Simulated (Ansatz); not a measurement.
**Relaxing a structure of TiSi2**

The start is a relaxed TiSi2 cell displaced along its unstable phonon at q = (½, 0, 0) of its primitive reciprocal cell (29i cm⁻¹), largest move 0.15 Å. A full variable-cell relaxation at zero pressure is run with r2SCAN (plane waves to 500 eV, PAW, scalar-relativistic; Ansatz, a first-principles code). The first steps use a coarse 13×13×5 k-mesh.

The start:
```
CELL_PARAMETERS angstrom
      5.68146     0.00000     0.00000
     -1.42037     2.46015     0.00000
      0.00000     0.00000     6.21914
ATOMIC_POSITIONS crystal
  Ti 0.00000 0.97917 0.00000
  Ti 0.50000 0.02083 0.00000
  Si 0.16667 0.61386 0.33484
  Si 0.66667 0.71947 0.33484
  Si 0.33333 0.38614 0.66516
  Si 0.83333 0.28053 0.66516
```

- Volume change: +4.3 %, from 14.49 to 15.11 Å³/atom
- Relative to the parent: It does not go back: it reaches P4/mmm (No. 123), 0.28 eV/atom below the parent
- Shortest distances (start → end): The closest pairs of elements (up to four, under 3.6 Å), start → end: Si–Si 2.48 → 2.35 Å; Si–Ti 2.60 → 2.66 Å; Ti–Ti 2.78 → 2.76 Å
- Band gap at the end: zero (metallic)
- Optimiser moves: 15

Final values are on a 17×17×8 k-mesh of the relaxed cell. No spin polarisation in the result.

The run could not lose the symmetry of its start: the end is stationary, and may be a saddle point rather than a minimum.

The relaxed structure here is a generated cell of TiSi2: the first start was made by placing the elements on the sites of a structure type, and the end was not matched to a known phase here, so it may be hypothetical. Known forms of TiSi2 include space group No. 63, 70.
